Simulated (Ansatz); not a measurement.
Relaxing a structure of Pd

The start is a generated trial cell of Pd in the beta-W structure type. The structure is fully relaxed (lattice and positions, P = 0) with PBE (plane waves to 420 eV, PAW, scalar-relativistic; Ansatz, a first-principles code). The first steps use a coarse 7×7×7 k-mesh.

Starting cell:
```
Pd
1.0
    4.93355     0.00000     0.00000
    0.00000     4.93355     0.00000
    0.00000     0.00000     4.93355
Pd
8
Direct
  0.25000   0.00000   0.50000
  0.75000   0.00000   0.50000
  0.00000   0.50000   0.25000
  0.00000   0.50000   0.75000
  0.50000   0.25000   0.00000
  0.50000   0.75000   0.00000
  0.00000   0.00000   0.00000
  0.50000   0.50000   0.50000
```

**Question.** How large is the pressure on the unrelaxed cell, and of which sign?

**Answer.** +8.7 GPa (positive: the cell is compressed).

**Question.** By how much does the energy per atom fall from start to end?

**Answer.** 0.02 eV/atom.

**Question.** How do the shortest distances between atoms change?

**Answer.** The closest pairs of elements (up to four, under 3.6 Å), start → end: Pd–Pd 2.47 → 2.51 Å.

The space group stays Pm-3n (No. 223) (the run could not lower it), with 8 atoms in the primitive cell. Final values are on a 9×9×9 k-mesh of the relaxed cell. No spin polarisation in the result.

The run could not lose the symmetry of its start: the end is stationary, and may be a saddle point rather than a minimum.

All atoms sit on sites fixed by symmetry, so only the cell could relax.

The relaxed structure here is a generated cell of Pd: the first start was made by placing the elements on the sites of a structure type, and the end was not matched to a known phase here, so it may be hypothetical. Known forms of Pd include space group No. 225.
